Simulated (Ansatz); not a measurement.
# KMnF3: pressure against volume

KMnF3, Pm-3m, a = 4.187 Å. The structure is a COD entry; whether it is the stable form wasn't checked. Ansatz: r2SCAN, PAW, 500 eV, Γ-centred 6×6×6 mesh on 5 atoms, Gaussian smearing 0.02 eV; collinear spin, largest moment 4.2 μB. Symmetry fixes shape and atoms, so the cell is only scaled; pressure is positive in compression.

```tsv
V (Å³/atom)	P (GPa)
13.804	?
14.245	2.31
14.685	-0.05
15.126	-2.04
15.566	-3.72
```

Problem. Take V0 = 14.685 Å³/atom, count pressures from its P0 = -0.05 GPa, fit the third-order Birch–Murnaghan form to the other rows, and predict the missing pressure.

Solution. With the Eulerian strain f = ½[(V0/V)^(2/3) − 1] and y = (P − P0)/[3f(1 + 2f)^(5/2)], the form is the line y = B0 + 1.5 B0 (B0′ − 4) f. Rows (f, y): 0.01024, 73.0; -0.00977, 71.3; -0.01905, 70.8. Means f = -0.006193, y = 71.700; Σ(Δf)² = 0.0004481, ΣΔfΔy = 0.03437; the slope is their ratio. y = 72.17 + 76.68 f GPa, so B0 = 72.2 GPa and B0′ = 4 + 2 × (76.68)/(3 × 72.17) = 4.71. At V = 13.804, f = 0.02105, y = 73.78 and P = 5.12 GPa. The run gave 5.10 GPa, so the fit is 0.02 GPa too high, a small miss on the scale of the series. The form still works here, 33 % of the fitted range beyond its end.

The state reached may not be the lowest one. The cell holds one magnetic atom, so it can only be ferromagnetic; an antiferromagnetic order may lie lower.

Symmetry holds off the tilts and polar distortions that many cubic perovskites undergo.